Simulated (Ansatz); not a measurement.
# Re: trigonal deformation path

Level of theory: DFT r2SCAN, scalar-relativistic, plane waves, PAW in Ansatz 0.2.0. The runs took a 500 eV cutoff, a Γ-centred 22×22×22 mesh and Gaussian smearing (0.15 eV). Spin–orbit coupling is left out, which can shift energies with elements as heavy as these. No spin polarisation. Energies are free energies at this smearing, counted from the undisturbed cell; pressure is positive in compression.

The starting cell (as given, not relaxed at this level; it stands at -15.4 GPa; this fcc form isn't the usual structure):

```xyz
1
Lattice="0.0000 1.9750 1.9750 1.9750 0.0000 1.9750 1.9750 1.9750 0.0000" Properties=species:S:1:pos:R:3 pbc="T T T"
Re    0.0000    0.0000    0.0000
```

At fixed volume and fractional coordinates, lengths along (0.577, 0.577, 0.577) are scaled against those across it; ρ is that ratio over its starting value. The cell is metallic on the mesh throughout. At ρ = 0.500 the cell becomes cubic (Pm-3m), and there the slope of the energy vanishes by symmetry. At -15 GPa the given cell is far from its own equilibrium, so these figures belong to a strongly strained crystal.

**Question.** Over the sampled range (0.500 to 2.000), is the undisturbed cell the lowest point?

**Answer.** Yes, every other sampled point lies higher.

The scan:

| ρ | ΔE (meV/atom) |
| --- | --- |
| 0.500 | 1465.3 |
| 0.600 | 1303.3 |
| 0.710 | 797.4 |
| 0.850 | 278.5 |
| 0.930 | 64.6 |
| 1.000 | 0.0 |
| 1.080 | 76.6 |
| 1.200 | 414.0 |
| 1.410 | 1385.8 |
| 1.700 | 3284.2 |
| 2.000 | 5671.4 |